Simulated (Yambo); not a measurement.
## CdOFH: sweep of GW parameters

G0W0@PBEsol for CdOFH (space group P2_1, No. 4, within 0.06 Å of Pmn2_1) in Yambo. Reference settings: 4×2×2 Γ-centred k mesh, bands 9 to 155 and a 7 Ry block in the screening, 155 bands in G with the Bruneval-Gonze terminator, plasmon pole fitted at 27.2 eV. The PBEsol gap (0, 0, -0.5) → Γ on this mesh is 1.74 eV; G0W0 gaps are taken between the same points.

```json
[
 {"change from the reference": "reference settings", "G0W0 gap (0, 0, -0.5) → Γ (eV)": "3.67", "shift of the valence edge (eV)": "-1.05", "rough Yambo cost": "1"},
 {"change from the reference": "106 bands in W, 106 bands in G", "G0W0 gap (0, 0, -0.5) → Γ (eV)": "3.78", "shift of the valence edge (eV)": "-1.00", "rough Yambo cost": "within a factor of two"},
 {"change from the reference": "70 bands in G", "G0W0 gap (0, 0, -0.5) → Γ (eV)": "3.71", "shift of the valence edge (eV)": "-1.04", "rough Yambo cost": "–"},
 {"change from the reference": "106 bands in G", "G0W0 gap (0, 0, -0.5) → Γ (eV)": "3.68", "shift of the valence edge (eV)": "-1.04", "rough Yambo cost": "–"},
 {"change from the reference": "3 Ry block", "G0W0 gap (0, 0, -0.5) → Γ (eV)": "3.70", "shift of the valence edge (eV)": "-1.16", "rough Yambo cost": "within a factor of two"},
 {"change from the reference": "pole fitted at 40 eV", "G0W0 gap (0, 0, -0.5) → Γ (eV)": "3.69", "shift of the valence edge (eV)": "-1.09", "rough Yambo cost": "–"},
 {"change from the reference": "106 bands in G, no terminator", "G0W0 gap (0, 0, -0.5) → Γ (eV)": "3.49", "shift of the valence edge (eV)": "-0.66", "rough Yambo cost": "–"},
 {"change from the reference": "no terminator", "G0W0 gap (0, 0, -0.5) → Γ (eV)": "3.55", "shift of the valence edge (eV)": "-0.82", "rough Yambo cost": "–"}
]
```

The reference isn't shown to be the converged limit. Costs are rough (shared machines), scaled to the same edge states, and given only for runs that recompute the screening.

Spin-orbit splittings are left out.

Geometry of the Materials Project entry, not relaxed at this level; primitive cell a = 3.5344 Å, b = 4.8447 Å, c = 5.6280 Å, α = 90.00°, β = 90.08°, γ = 90.00°.

The structure is a Materials Project entry; no match was found in the copy of COD used, and its stability was not checked.

A shift is the quasiparticle energy of the state minus its PBEsol energy.
